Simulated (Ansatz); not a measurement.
CsMgF3 (Pm-3m) from a database structure, relaxed with r2SCAN, was run in the plane-wave code Ansatz under altered settings. All numbers are computed, without spin polarisation but where a row says otherwise.

```
Cs Mg F
1.0
     4.19316    0.00000    0.00000
     0.00000    4.19316    0.00000
     0.00000    0.00000    4.19316
Cs Mg F
1 1 3
Direct
  0.00000 0.00000 0.00000
  0.50000 0.50000 0.50000
  0.00000 0.50000 0.50000
  0.50000 0.00000 0.50000
  0.50000 0.50000 0.00000
```

The base run's other keys:
```yaml
kpoints:
  mp_grid: { grid: [4, 4, 4] }
hamiltonian:
  xc: hse06
scf:
  occupations: { method: fixed }
  n_extra_bands: 5
```

It takes 13 iterations with 1419 plane waves at 420 eV and 10 k points, and leaves a mean stress of +0.85 GPa. The gap over this mesh is 9.094 eV. It ran on 4 threads of Intel(R) Xeon(R) Processor @ 2.50GHz (Skylake/Cascade Lake), with other jobs on the host.

Outcomes, with energy and stress as changes against the base:
```csv
setting,outcome,ΔF (meV/atom),Δ mean stress (GPa),gap on the mesh (eV),iterations,wall time
scf.exx.singularity: regularized,converged,-0.2,0.0,9.093,13,29 s
scf.mixing.ndim: 1,converged,0.0,0.0,9.094,15,30 s
```
A dash marks a value that wasn't obtained or can't be compared. Stress is positive in compression. The base took 29 s.

Within 1 meV an atom, 0.1 GPa and 0.005 eV of the base stay: scf.exx.singularity: regularized; scf.mixing.ndim: 1.

Spin-orbit coupling is left out.

The program warns that its thresholds are loose for a hybrid's stress.

The meshes of the hybrids are coarse, so their gaps aren't converged to the digits shown.
